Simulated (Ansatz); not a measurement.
This cell of TiSi$_{2}$ (C49 type, space group Cmcm) is off equilibrium:

```xyz
6
Lattice="1.7731 -6.7817 0.0000 1.7731 6.7817 0.0000 0.0000 0.0000 3.5798" Properties=species:S:1:pos:R:3 pbc="T T T"
Si     1.7731    -5.9791     2.6849
Si     1.7731     5.9791     1.2550
Si     1.7731     3.3870     2.6849
Si     1.7731    -3.3870     0.8950
Ti     1.7731    -1.3996     2.6849
Ti     1.7731     1.3996     0.8950
```

Computed with PBE (plane waves to 420 eV, PAW, scalar-relativistic; Ansatz, a quantum-chemistry and plane-wave program). k mesh 11×11×11 (Γ-centred), Fermi-Dirac smearing 0.05 eV. E stands for the smeared free energy. Compression counts positive. With partly filled bands, energies and forces of such displacements shift with the k mesh and the smearing. This is one of several known forms of TiSi2; the measured ambient cells at hand have space group No. 70. TiSi2 is run without spin polarisation. TiSi2 was relaxed with its symmetry unable to fall.

Problem. Predict the force on every atom, in eV/Å.

Solution. 
| atom | Fx | Fy | Fz |
|---|---|---|---|
| Si1 | 0.000 | 1.272 | 2.181 |
| Si2 | 0.000 | -0.862 | -5.077 |
| Si3 | 0.000 | -0.033 | -0.029 |
| Si4 | 0.000 | 0.019 | 0.064 |
| Ti5 | 0.000 | -0.352 | 2.675 |
| Ti6 | 0.000 | -0.044 | 0.185 |

Problem. Give the stress tensor in GPa and the pressure.

Solution. 
```
    4.4      0.0      0.0
    0.0      4.0      4.0
    0.0      4.0      4.6
```
The pressure, a third of the trace, is 4.3 GPa.

Problem. In it atom 2 sits (0.000, 0.000, 0.360) Å away from its relaxed site. What is its energy relative to the relaxed cell?

Solution. 901 meV/cell.

(For displaced atoms, the force is minus the slope of the energy, and its curvature is a force constant, which sets phonon frequencies.)
